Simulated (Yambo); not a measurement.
G0W0@PBEsol for RbBr (rock salt, space group Fm-3m, No. 225) in Yambo (4×4×4 mesh, 8 Ry block, plasmon pole, screening fixed), without a terminator:

```json
[
 {"bands N in G": "47", "gap Γ → Γ (eV)": "6.553", "shift of the valence edge (eV)": "-1.458"},
 {"bands N in G": "89", "gap Γ → Γ (eV)": "6.699", "shift of the valence edge (eV)": "-1.728"},
 {"bands N in G": "145", "gap Γ → Γ (eV)": "6.765", "shift of the valence edge (eV)": "-1.848"}
]
```

**Question.** Extrapolate both columns to infinite N with E(N) = E∞ + A/N, test the form, and compare with the terminator.

**Answer.** From two points, E∞ = (N2 E2 − N1 E1)/(N2 − N1). The two largest N give 6.87 eV for the gap and -2.04 eV for the shift; the two smallest give 6.86 eV and -2.03 eV. For the gap the slopes A are -15 and -15 eV: the 1/N form holds. For the shift the slopes A are 27 and 28 eV: the 1/N form holds. With the Bruneval-Gonze terminator and 145 bands the run gives 6.80 eV and -1.92 eV, 0.07 eV and 0.12 eV from the extrapolated values: the terminator too is an estimate of the remainder. Block, mesh and the bands in W are held fixed.

Spin-orbit coupling is not included.

Geometry relaxed with PBEsol; primitive cell a = 4.839 Å, b = 4.839 Å, c = 4.839 Å, α = 60.00°, β = 60.00°, γ = 60.00°.

A shift is the quasiparticle energy of the state minus its PBEsol energy.
